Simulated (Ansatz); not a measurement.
**BiTe: energy along a strain**

BiTe, R-3m, a = 4.845 Å, c = 9.952 Å (as given, not relaxed at this level: -0.8 GPa). The structure is a Materials Project entry; whether it is the stable form wasn't checked. Ansatz: r2SCAN, PAW, 500 eV, Γ-centred 12×12×12 mesh on 2 atoms, Gaussian smearing 0.15 eV; no spin polarisation. Cell vectors (Å): 2.423 1.399 3.317; -2.423 1.399 3.317; 0.000 -2.798 3.317. The cell is strained by x per cent times the pattern (0 0 1 0 0 0) in the order xx yy zz yz xz xy (engineering shears), with fractional coordinates held. y is the free energy over the start, V0 = 33.725 Å³/atom.

```
x (%) y (meV/atom)
-6.00             ?
-3.00          0.53
 0.00          0.00
 1.50          2.97
 4.50         14.09
 6.00         21.75
```

Task: Fit y = c1 x + c2 x² + c3 x³ to the other rows, get the stiffness along the pattern, and predict the missing energy.

Result: Least squares on the rows shown. y = 1.3153 x + 0.45983 x² − 0.012485 x³. The clamped-ion stiffness p·C·p = 2 × 4.598 eV × 160.2 / 33.725 Å³ = 44 GPa, which is C33 in these axes (second derivative at the start, which stands under stress). At x = -6.00 the fit asked for gives 11.36 meV/atom. The run gave 10.91 meV/atom, so the fit is 0.45 meV/atom too high, 2.1 % of the span of the series, against an rms of 0.003 meV/atom on the fitted rows. The row lies outside the fitted range. With a term in x⁴ added, a fit to the same known rows (none to spare) predicts 11.51 meV/atom, further off still.

Spin–orbit coupling is left out, which can shift energies with elements as heavy as these.